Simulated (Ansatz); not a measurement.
Input and output of a band-structure calculation on In3GaP4 as one 8-atom ordering (P-4m2) on the zincblende lattice (Ansatz, PBE). The cell was relaxed beforehand with r2SCAN.

Input file:
```yaml
crystal:
  lattice:
    - [4.0893212642, 0.0, 0.0]
    - [0.0, 4.0893212642, 0.0]
    - [0.0, 0.0, 11.6325111174]
  atoms:
    - { symbol: Ga, position: [0.0, 0.0, 0.0] }
    - { symbol: P, position: [0.0, 0.5, 0.1100860121] }
    - { symbol: In, position: [0.5, 0.5, 0.240662739] }
    - { symbol: P, position: [0.5, 0.0, 0.3702926724] }
    - { symbol: In, position: [0.0, 0.0, 0.5] }
    - { symbol: P, position: [0.0, 0.5, 0.6297073276] }
    - { symbol: In, position: [0.5, 0.5, 0.759337261] }
    - { symbol: P, position: [0.5, 0.0, 0.8899139879] }
kpoints:
  mp_grid: { grid: [6, 6, 2] }
  band_path:
    path:
      - [[0.0, 0.0, 0.0], [-4.76977686943e-51, 0.5, 5.930250726298e-34], [0.5, 0.5, -1.619686549691e-18], [0.0, 0.0, 0.0], [2.32138697758e-36, -4.792618143641e-51, 0.5], [2.32138697758e-36, 0.5, 0.5], [0.5, 0.5, 0.5], [2.32138697758e-36, -4.792618143641e-51, 0.5]]
      - [[-4.76977686943e-51, 0.5, 5.930250726298e-34], [2.32138697758e-36, 0.5, 0.5]]
      - [[0.5, 0.5, -1.619686549691e-18], [0.5, 0.5, 0.5]]
    npoints: 10
hamiltonian:
  xc: pbe
scf:
  occupations: { method: fermi_dirac, width: 0.02 }
  n_extra_bands: 6
output:
  forces: true
  stress: true
  eigenvalues: true
```

Command: `ansatz run input.yaml --threads 4 --pin off --max-ram 6451MiB --backend cpu --events-out ev --progress --plain --runs-dir out`. Wall time 16 s on 4 threads of Arm Neoverse V1 (shared host); peak host memory 0.75 GiB.

Question: What does the program print?

Answer: The log, with set-up remarks and timings taken out:
```
scf.n_extra_bands = 6 over 36 filled bands (N_el = 72.0): the run solves 42 bands
Functional definition: PBE
Crystal: 8 atoms, lattice volume = 194.525 Å³
Basis set: ecut = 420 eV, 3799 PW (Γ)
Symmetry: 8 space group operations
Space group: P-4m2 (ITA 115)
k-points: 20 of 72
SCF 1 converged in 7 iterations: F = -23601.383975 eV  dr2 = 7.72e-8
SCF converged after 7 iterations
Free energy (F): -23601.383975 eV
Fermi energy:    7.226956 eV
--- Forces (eV/Å), atoms counted from 1 ---
  atom   1  Ga      0.00000      0.00000      0.00000
  atom   2  P       0.00000      0.00000      0.00653
  atom   3  In      0.00000      0.00000    -0.00122
  atom   4  P       0.00000      0.00000      0.00049
  atom   5  In      0.00000      0.00000      0.00000
  atom   6  P       0.00000      0.00000    -0.00049
  atom   7  In      0.00000      0.00000      0.00122
  atom   8  P       0.00000      0.00000    -0.00653
--- Stress (GPa, compression-positive) ---
        1.833101       0.000000       0.000000
        0.000000       1.833101       0.000000
        0.000000       0.000000       1.785704
  P = ⅓ Tr σ = 1.8173 GPa (18.173 kbar)
```
The trailing digits, and the zero of the energies, depend on the potentials and thresholds.

Levels along the path, in eV from the valence top (v1 is the last filled band, c1 the first empty one):
```
point  distance (1/Å)     v1    c1
    Γ            0.00   0.00  0.72
    ·            0.38  -0.23  1.86
    X            0.77  -0.83  1.21
    ·            1.15  -1.67  2.74
    M            1.54  -2.29  1.73
    ·            2.08  -0.96  2.39
    Γ            2.62   0.00  0.72
    ·            2.76  -0.15  1.27
    Z            2.89  -0.43  1.61
    ·            3.28  -0.46  1.53
    R            3.66  -0.85  1.79
    ·            4.05  -1.67  2.32
    A            4.43  -2.58  2.62
    ·            4.97  -1.02  3.14
    Z            5.52  -0.43  1.61
    X            5.52  -0.83  1.21
    ·            5.62  -0.84  1.39
    ·            5.76  -0.85  1.77
    R            5.79  -0.85  1.79
    M            5.79  -2.29  1.73
    ·            5.87  -2.33  1.82
    ·            6.00  -2.54  2.35
    A            6.06  -2.58  2.62
```

The PBE gap is direct at Γ: 0.72 eV. The mean pressure is +1.82 GPa (compression positive), so PBE would enlarge the cell's volume.

The cell comes from a prototype generator: it can be a known phase or a hypothetical one. Spin polarisation is off.

Spin-orbit coupling is left out, which matters wherever the heavy atoms make up the band edges.
